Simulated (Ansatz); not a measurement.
BN (zinc blende)

```yaml
crystal:
  lattice:
    - [0.00000, 1.80487, 1.80487]
    - [1.80487, 0.00000, 1.80487]
    - [1.80487, 1.80487, 0.00000]
  atoms:
    - { symbol: N, position: [0.75000, 0.75000, 0.75000] }
    - { symbol: B, position: [0.00000, 0.00000, 0.00000] }
```

This relaxed cell (volume V₀) is scaled evenly in all directions, its shape held. Symmetry pins the atoms to their sites.

Computed with r2SCAN (plane waves to 500 eV, PAW, scalar-relativistic; Ansatz, a program for electronic structure). k mesh 16×16×16 (Γ-centred), Fermi-Dirac smearing 0.05 eV. Energies are smeared free energies. Stress and pressure are positive under compression. BN was relaxed with its symmetry unable to fall. The zero of ΔE is the relaxed starting cell.

```
V (Å³/atom)  ΔE (meV/atom)
-----------  -------------
4.939                240.2
5.096                159.1
5.252             withheld
5.409                 52.3
5.566                 22.3
5.723                  5.3
5.879                  0.0
6.036                  4.9
6.193                 18.9
6.350                 40.8
6.507                 69.8
6.663                105.1
6.820                145.8
```

Task: Fit a third-order Birch-Murnaghan form (E₀, V₀, B₀, B₀′ free) to the given rows and predict ΔE at V = 5.252.

Result: Least squares on the 12 given rows: ΔE = E₀ + (9V₀B₀/16)·y²·[2 + (B₀′ − 4)y], y = (V₀/V)^(2/3) − 1, with V₀ = 5.880 Å³/atom, B₀ = 391.7 GPa (160.2 GPa = 1 eV/Å³; the term in eV is multiplied by 1000), B₀′ = 3.64, E₀ = 0.01 meV/atom; root-mean-square residual 0.10 meV/atom. At 5.252 the fit gives 97.5 meV/atom; the calculation gives 97.3 meV/atom, so the interpolation is off by 0.2 (+0.2 %). For the pressure the fit gives 54.3 GPa against the computed 54.2 GPa.

(A scan under strain: stresses follow from slopes of the energy per volume, elastic moduli from its curvatures.)
